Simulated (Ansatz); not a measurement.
BAs:
```yaml
crystal:
  lattice:
    - [3.32894, 0.00000, 0.00000]
    - [-1.66447, 2.88295, 0.00000]
    - [0.00000, 0.00000, 5.51371]
  atoms:
    - { symbol: B, position: [0.33333, 0.66667, 0.37453] }
    - { symbol: B, position: [0.66667, 0.33333, 0.87453] }
    - { symbol: As, position: [0.33333, 0.66667, 0.00047] }
    - { symbol: As, position: [0.66667, 0.33333, 0.50047] }
```

x, y and z are the axes in which the lattice vectors are written.

Q: Give the proper piezoelectric stress tensor with relaxed ions from DFT-LDA in the program Ansatz with PAW potentials.

A: In C/m², rows x, y, z, Voigt columns; mesh uncertainty up to 0.01.
```
 0.00   0.00   0.00   0.00  -0.12   0.00
 0.00   0.00   0.00  -0.12   0.00   0.00
-0.16  -0.16   0.32   0.00   0.00   0.00
```

The elastic tensor of the same run (GPa):

```csv
,1,2,3,4,5,6
1,348,61.3,28.7,0.0,0.0,0.0
2,61.3,348,28.7,0.0,0.0,0.0
3,28.7,28.7,394,0.0,0.0,0.0
4,0.0,0.0,0.0,112,0.0,0.0
5,0.0,0.0,0.0,0.0,112,0.0
6,0.0,0.0,0.0,0.0,0.0,143
```

Q: Convert to strain constants d = e·S.

A: In pC/N:
```
 0.0   0.0   0.0   0.0  -1.1   0.0
 0.0   0.0   0.0  -1.1   0.0   0.0
-0.5  -0.5   0.9   0.0   0.0   0.0
```

Space group P6_3mc (wurtzite). The first step of the workflow began from a Materials Project structure, measured or hypothetical; the Crystallography Open Database copy checked does not list it. It is not the phase usual at ambient conditions (space group No. 216). Symmetry was held in the LDA relaxation; phonons on a q-mesh show no instability.

Potentials: the later of the program's two PAW sets.
